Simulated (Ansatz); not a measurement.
NbRu:
```yaml
crystal:
  lattice:
    - [3.13929, 0.00000, 0.00000]
    - [0.00000, 3.13929, 0.00000]
    - [0.00000, 0.00000, 3.13929]
  atoms:
    - { symbol: Nb, position: [0.00000, 0.00000, 0.00000] }
    - { symbol: Ru, position: [0.50000, 0.50000, 0.50000] }
```

Relaxed with PBEsol. Special points in fractions of this cell's reciprocal vectors: Γ (0.000, 0.000, 0.000); X (0.000, 0.500, 0.000); M (0.500, 0.500, 0.000); R (0.500, 0.500, 0.500).

List the band energies nearest the Fermi level at these points for DFT-PBEsol in the program Ansatz with PAW potentials.

In eV from the Fermi level; about four levels below and three above (degenerate sets whole), none deeper than 8.9 eV; points with the same levels are listed once.

```csv
k,below,above
Γ,-6.00 -6.00 -2.40 -2.40 -2.40,0.85 0.85 3.58 3.58 3.58
X,-2.30 -2.30 -1.35 -0.29 -0.29,1.08 1.77 4.35
M,-5.78 -4.14 -4.14 -0.27,0.10 1.13 1.13
R,-3.01 -3.01 -3.01 -0.18 -0.18,3.53 3.53 7.23
```

Space group Pm-3m (CsCl type). The first step of the workflow began from a Materials Project structure, measured or hypothetical; the Crystallography Open Database files this formula in space group No. 221, but the cells were not matched. Whether it is the stable phase at ambient conditions was not checked. Symmetry was held in the PBEsol relaxation. At this level the phase is mechanically unstable. The run is not spin-polarised. Scalar-relativistic: spin–orbit coupling is off unless named, which matters more the heavier the elements.

Potentials: the later of the program's two PAW sets.
